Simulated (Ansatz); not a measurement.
# E(q) of GaFe (P-6m2)

The source of the geometry is a structure from the Materials Project; atoms and cell stay fixed.

Functional, mesh and filling: PBEsol, 18×18×7 k mesh, Fermi–Dirac smearing of 0.03 eV. PAW means Ansatz 0.2.0 on its default frozen-core files; LAPW is all-electron LAPW in Ansatz 0.2.0. Site moments are integrated in spheres about the atoms, whose radii differ between the methods.

The first input and its command:

```yaml
crystal:
  lattice:
    - [2.7481305258, 0.0, 0.0]
    - [-1.3740652629, 2.3799508482, 0.0]
    - [0.0, 0.0, 4.030782]
  atoms:
    - { symbol: Ga, position: [0.0, 0.0, 0.5] }
    - { symbol: Fe, position: [0.6666666667, 0.3333333333, 0.0], spin: 2.2, spin_axis: [1.0, 0.0, 0.0] }
magnetization:
  noncollinear: true
  spin_spiral: { q: [0.0, 0.0, 0.0] }
kpoints:
  mp_grid: { grid: [18, 18, 7] }
scf:
  occupations: { method: fermi_dirac, width: 0.03 }
  lower_state_search: "off"
hamiltonian:
  xc: pbesol
  pseudopotentials: { kind: paw }
output:
  eigenvalues: false
```

Command: `ansatz run input.yaml --threads 2 --pin off --max-ram 5120MiB --backend cpu --events-out ev --progress --plain --runs-dir out`

The input for «spiral at 1 of the way from Γ to K» by LAPW differs from it in these lines, output keys apart:

```diff
-  spin_spiral: { q: [0.0, 0.0, 0.0] }
+  spin_spiral: { q: [0.3333333333, 0.3333333333, 0.0] }
-  pseudopotentials: { kind: paw }
+  pseudopotentials: { kind: all_electron, lapw: { basis_error: 0.001 } }
```

Flat spirals without spin–orbit coupling: moments start in the xy plane and turn about z by q·R from cell to cell, and their directions inside a cell are free. q runs from Γ to K = (0.333, 0.333, 0.000) in reciprocal cell vectors. Energies count from each method's run at q = 0. Each q is a vector of the k mesh, and the mesh is shifted by q/2 where needed, so that both spin components are sampled on the same points as at q = 0. In Ansatz a GGA is taken by the program's default for non-collinear spins.

Q: Where along the line is the energy lowest?

A: q = 0 is the lowest point of the line, so the state at q = 0 is stable against these spirals.
| fraction of Γ–K | |q| (1/Å) | ΔF PAW (meV/cell) | ΔF LAPW (meV/cell) | largest moment, PAW (μB) |
| --- | --- | --- | --- | --- |
| 0.000 | 0.000 | 0.0 | 0.0 | 2.16 |
| 0.167 | 0.254 | +13.6 | +13.8 | 2.16 |
| 0.333 | 0.508 | +47.7 | – | 2.15 |
| 0.500 | 0.762 | +89.9 | – | 2.07 |
| 0.667 | 1.016 | +122.3 | – | 1.95 |
| 0.833 | 1.270 | +138.0 | – | 1.82 |
| 1.000 | 1.524 | +146.2 | +147.3 | 1.79 |

Q: A further pair of PAW runs: spiral at 0.5 of the way from Γ to K, mesh halved and not shifted, against the same at q = 0. What is the energy difference?

A: +120.2 meV/cell, with a largest moment of 2.16 μB. The halved mesh isn't converged.

The PAW files were made with PBE; the program remakes their cores once for the run's functional and then keeps them frozen. The Ansatz runs typed with the search for lower states off end where their start leads. The magnetic state is the one that this cell and start allow. It needn't be the compound's measured order, which may need a larger cell or be absent.
